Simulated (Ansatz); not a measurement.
Profile along the Sc–Sc line in Sc (fcc, Cu type)

Sc (fcc, Cu type)

Space group Fm-3m (No. 225); a = b = c = 4.5528 Å, α = β = γ = 90.00°

| atom | site | symmetry | x | y | z |
|---|---|---|---|---|---|
| Sc | 4a | m-3m | 0.0000 | 0.0000 | 0.0000 |
(The calculation used a cell of 1 atom; values per cell refer to that cell.)

Fields along a shortest Sc–Sc line of a {100} plane (3.22 Å), from Sc to Sc, interpolated on the slice's grid (step about 0.1 Å). The numbers are results of PBEsol (plane waves to 420 eV, PAW, scalar-relativistic; Ansatz, a first-principles code), not measurements. k mesh 18×18×18. Inside the PAW spheres the values are not all-electron values, and peaks at nuclei hang on which shells count as valence. Sc is run without spin polarisation. Sc was relaxed with its symmetry unable to fall. This is one of several known forms of Sc; the measured ambient cells at hand have space group No. 194.

```tsv
distance from Sc (Å)	valence electron density (e/Å³)	electron localisation function
0.00	7.43	x
0.32	6.65	x
0.64	2.61	0.74
0.97	0.41	0.24
1.29	0.14	0.11
1.61	0.12	0.24
1.93	0.14	0.11
2.25	0.41	0.24
2.58	2.61	0.74
2.90	6.65	x
3.22	7.43	x
```

x: too close to a nucleus for the ELF to mean much.

Density on the Sc–Sc line (3.22 Å) at its midpoint: 0.12 e/Å³. ELF at that point: 0.24.
